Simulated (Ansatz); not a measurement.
**Elastic constants of Rh at 15 GPa (stress–strain coefficients): input and output**

All numbers below come from DFT LDA, scalar-relativistic, plane waves, PAW (Ansatz).

Launched with:
```bash
ansatz run input.yaml --threads 1 --pin off --max-ram 3072MiB --backend cpu --events-out ev --progress --plain --runs-dir out
```

Input (bare energies are in eV):
```yaml
crystal:
  lattice:
    - [0.0, 1.851960367, 1.851960367]
    - [1.851960367, 0.0, 1.851960367]
    - [1.851960367, 1.851960367, 0.0]
  atoms:
    - { symbol: Rh, position: [0.0, 0.0, 0.0] }
basis:
  ecutwfc: 420
kpoints:
  mp_grid: { grid: [20, 20, 20] }
hamiltonian:
  xc: lda
scf:
  occupations: { method: fermi_dirac, width: 0.15 }
output:
  forces: true
  stress: true
  eigenvalues: true
elastic:
  mode: relaxed_ion
  amplitude: 0.005
```

From the output:
```
--- Elastic constants: 2 strain directions × 4 members + reference (group order 48) ---
  dense FFT box of the reference and of every strained cell: 18×18×18
  strains applied: 11, 23; error gains: componentwise 1.00 (the most a stress slope's error grows in a printed constant), spectral 1.73 (1 for all six strains in a standard setting)
  C = ∂σ_k/∂η_j (tension-positive GPa; Voigt order 11 22 33 23 13 12):
       584.798    286.567    286.567     -0.000     -0.000      0.000
       286.567    584.798    286.567     -0.000      0.000      0.000
       286.567    286.567    584.798     -0.000     -0.000     -0.000
         0.000     -0.000     -0.000    253.909     -0.000     -0.000
        -0.000      0.000      0.000      0.000    253.909      0.000
        -0.000      0.000     -0.000     -0.000     -0.000    253.909
  reference stress σ⁰ (GPa):    -14.984    -14.984    -14.984      0.000     -0.000     -0.000
  C* (energy form; C + prestress term) asymmetry max|C*_kj − C*_jk| = 1.705e-13 GPa — a small one proves nothing (zero by symmetry where the batch's group is 432, −43m or m−3m); a large one is finite-difference/SCF noise where every solve ...
  moduli (Voigt/Reuss/Hill, GPa): K = 385.98/385.98/385.98   G = 211.99/198.19/205.09   E = 522.70   ν = 0.274
  mechanically stable: yes (min eigenvalue of sym C = 253.91 GPa)
  strain η (Voigt 11):  stress-route row diagonal C_11 = 584.80 GPa, energy-path curvature d²(F+E_count+ΔE)/dδ²/Ω₀ = 584.74 GPa
    cells at ±δ against ±2δ: C21 286.64 and 286.85 GPa, apart by 0.04 % of the column's largest entry
         δ    σ_11 (GPa) F (eV) n_scf n_hpsi n_pw
    -1.000e-2     -21.0118       -6278.6559093       8  163701    262   relax 0 steps, max|allowed force component| 0.00e0 eV/Å
    -5.000e-3     -17.9528       -6278.6636329       4  133530    262   relax 0 steps, max|allowed force component| 0.00e0 eV/Å
     5.000e-3     -12.1043       -6278.6755229       4  132541    264   relax 0 steps, max|allowed force component| 0.00e0 eV/Å
     1.000e-2      -9.3117       -6278.6797608       7  140506    265   relax 0 steps, max|allowed force component| 0.00e0 eV/Å
  strain η (Voigt 23):  stress-route row diagonal C_44 = 253.91 GPa, energy-path curvature d²(F+E_count+ΔE)/dδ²/Ω₀ = 261.43 GPa
    cells at ±δ against ±2δ: C44 253.91 and 253.93 GPa, apart by 0.01 % of the column's largest entry
         δ    σ_23 (GPa) F (eV) n_scf n_hpsi n_pw
    -1.000e-2      -2.5393       -6278.6691185       7  283875    264   relax 0 steps, max|allowed force component| 0.00e0 eV/Å
    -5.000e-3      -1.2696       -6278.6698980       4  227622    263   relax 0 steps, max|allowed force component| 0.00e0 eV/Å
     5.000e-3       1.2696       -6278.6698980       4  225350    263   relax 0 steps, max|allowed force component| 0.00e0 eV/Å
     1.000e-2       2.5393       -6278.6691185       6  250270    264   relax 0 steps, max|allowed force component| 0.00e0 eV/Å
```

It took 77 s on 1 thread of Intel(R) Xeon(R) Platinum 8259CL CPU @ 2.50GHz (Skylake/Cascade Lake) (shared host), peak memory 0.53 GiB.

In a metal, frequencies and elastic constants depend on the k mesh and the smearing, soft modes and shear constants most.